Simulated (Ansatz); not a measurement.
## AlNi: from a starting cell to a relaxed one

The start is a generated trial cell of AlNi in the AFLOW prototype AB_hP6_154_a_b (B9, as in HgS). Cell shape, volume and atoms are optimised at zero target pressure with PBEsol (plane waves to 420 eV, PAW, scalar-relativistic; Ansatz, a first-principles code). The first steps use a coarse 11×11×5 k-mesh.

Initial structure:
```
AlNi
1.0
    3.35051     0.00000     0.00000
   -1.67526     2.90163     0.00000
    0.00000     0.00000     7.67587
Ni Al
3 3
Direct
  0.71980   0.00000   0.66667
  0.00000   0.71980   0.33333
  0.28020   0.28020   0.00000
  0.48890   0.00000   0.16667
  0.00000   0.48890   0.83333
  0.51110   0.51110   0.50000
```
Spin-polarised start, with parallel moments on Ni.

Task: Which atoms feel the largest initial force, and how large is it?

Result: 7.78 eV/Å, on Al4, Al5, Al6 (atoms numbered as listed).

Task: What symmetry does the relaxed structure have?

Result: The space group goes from P3₂21 (No. 154) to Pm-3m (No. 221); the end is CsCl type, with 2 atoms in the primitive cell.

Task: How does the volume per atom move from start to end?

Result: -5.8 %, from 12.44 to 11.72 Å³/atom.

Task: How do the shortest distances between atoms change?

Result: The closest pairs of elements (up to four, under 3.6 Å), start → end: Al–Ni 1.91 → 2.48 Å; Ni–Ni 3.03 → 2.86 Å; Al–Al 3.06 → 2.86 Å.

Task: What band gap does the relaxed structure have at this level?

Result: No gap (metallic).

Task: What magnetic moments remain?

Result: Zero (the starting moments vanished).

Final values are on a 16×16×16 k-mesh of the relaxed cell. No spin polarisation in the result: the starting moments vanished. A magnetic state may lie lower.

The run could not lose the symmetry of its start.
